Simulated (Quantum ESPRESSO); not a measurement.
Band energies of BaTiO₃

```xyz
5
Lattice="2.8483 1.6444 2.3356 -2.8483 1.6444 2.3356 0.0000 -3.2889 2.3356" Properties=species:S:1:pos:R:3 pbc="T T T"
O     -1.3978     0.8070     4.5721
O      0.0000    -1.6141     4.5721
O      1.3978     0.8070     4.5721
Ti     0.0000     0.0000     3.5967
Ba     0.0000     0.0000     0.0010
```

norm-conserving LDA (Quantum ESPRESSO, 84 Ry, no spin-orbit coupling); path ΓLB1,BZΓX,QFP1Z,LP; energies in eV from the valence-band maximum.

```
k (1/Å)  point  band 16  band 17  band 18  band 19  band 20  band 21  band 22  band 23
-------  -----  -------  -------  -------  -------  -------  -------  -------  -------
0.00         Γ    -1.31    -1.06    -0.53    -0.39    -0.39     2.33     2.33     2.48
0.19              -1.46    -1.16    -0.78    -0.46    -0.42     2.36     2.57     2.59
0.58              -1.96    -1.60    -1.51    -0.86    -0.75     2.46     3.50     3.60
0.78         L    -2.03    -1.66    -1.59    -0.94    -0.81     2.48     3.71     3.81
0.96              -2.18    -1.39    -1.29    -1.21    -0.73     2.58     3.71     3.82
1.33              -2.36    -2.09    -0.80    -0.57    -0.50     3.44     3.89     4.00
1.69              -2.36    -2.30    -0.16    -0.12    -0.06     4.16     4.31     4.33
1.88        B1    -2.34    -2.30    -0.02    -0.02     0.00     4.25     4.40     4.40
1.88         B    -2.34    -2.30    -0.02    -0.02     0.00     4.25     4.40     4.40
1.88         Z    -2.34    -2.30    -0.02    -0.02     0.00     4.25     4.40     4.40
2.07              -2.36    -2.36    -0.15    -0.15    -0.06     4.18     4.31     4.31
2.46              -2.35    -2.35    -0.67    -0.67    -0.44     3.64     3.67     3.67
2.84              -1.91    -1.46    -0.88    -0.63    -0.63     2.82     2.82     2.84
3.03              -1.52    -1.02    -0.81    -0.46    -0.46     2.48     2.48     2.57
3.23         Γ    -1.31    -1.06    -0.53    -0.39    -0.39     2.33     2.33     2.48
3.41              -1.42    -1.14    -0.80    -0.44    -0.36     2.37     2.50     2.56
3.78              -2.04    -1.59    -1.05    -0.87    -0.47     2.92     3.15     3.35
4.14              -2.53    -1.56    -0.99    -0.89    -0.13     3.66     3.72     4.03
4.33         X    -2.63    -1.62    -0.87    -0.82    -0.05     3.80     3.80     4.14
4.33         Q    -2.63    -1.62    -0.87    -0.82    -0.05     3.80     3.80     4.14
4.33         F    -2.63    -1.62    -0.87    -0.82    -0.05     3.80     3.80     4.14
4.59              -2.52    -2.17    -0.70    -0.68    -0.04     3.86     3.93     4.19
5.10        P1    -2.34    -2.30    -0.02    -0.02     0.00     4.25     4.40     4.40
5.10         Z    -2.34    -2.30    -0.02    -0.02     0.00     4.25     4.40     4.40
6.20         L    -2.03    -1.66    -1.59    -0.94    -0.81     2.48     3.71     3.81
6.75              -2.37    -2.14    -0.89    -0.56    -0.49     3.55     3.91     3.97
7.30         P    -2.34    -2.30    -0.02    -0.02     0.00     4.25     4.40     4.40
```

The LDA gap is indirect, 2.33 eV, from Z to Γ; the smallest direct gap is 2.72 eV.

Geometry of the Materials Project entry, not relaxed at this level.
